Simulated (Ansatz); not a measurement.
## What a trial cell of Ca relaxes into

All numbers below come from DFT PBEsol, scalar-relativistic, plane waves, PAW in Ansatz 0.2.0. Cutoff 420 eV, Γ-centred k mesh, Gaussian smearing, no spin polarisation in the final step.

Ca was placed on the grey arsenic (A7) structure type (R-3m, No. 166), at a guessed volume.

```yaml
crystal:
  lattice:
    - [2.41648, 1.39516, 4.48107]
    - [-2.41648, 1.39516, 4.48107]
    - [0.00000, -2.79031, 4.48107]
  atoms:
    - { symbol: Ca, position: [0.22754, 0.22754, 0.22754] }
    - { symbol: Ca, position: [0.77246, 0.77246, 0.77246] }
```

Cell and atoms relax at zero pressure; the relaxation can't lower the symmetry of the start. After a coarse first stage the cell is made exact in the group found at 0.06 Å.

(1) Describe the relaxed structure.

(2) What are its volume, density and gap?

Results:

(1) It ends in Fm-3m (No. 225). The result has the fcc structure. Conventional cell: a = 5.451 Å. Ca is coordinated by 12 Ca at 3.85 Å.

```cif
data_structure
_symmetry_space_group_name_H-M 'Fm-3m'
_symmetry_Int_Tables_number 225
_cell_length_a 5.4511
_cell_length_b 5.4511
_cell_length_c 5.4511
_cell_angle_alpha 90.000
_cell_angle_beta 90.000
_cell_angle_gamma 90.000
_cell_volume 161.97
loop_
_atom_site_label
_atom_site_type_symbol
_atom_site_symmetry_multiplicity
_atom_site_Wyckoff_symbol
_atom_site_fract_x
_atom_site_fract_y
_atom_site_fract_z
_atom_site_occupancy
Ca1 Ca 4 b 0.50000 0.00000 0.00000 1
```

(2) The volume per atom is 40.49 Å³, the density is 1.64 g/cm³ and the gap on the 18×18×18 mesh is 0 eV (a metal).

The final run used a 18×18×18 mesh on its 1-atom cell and 0.10 eV smearing. Symmetry constrained the relaxation, so the result can be a saddle point.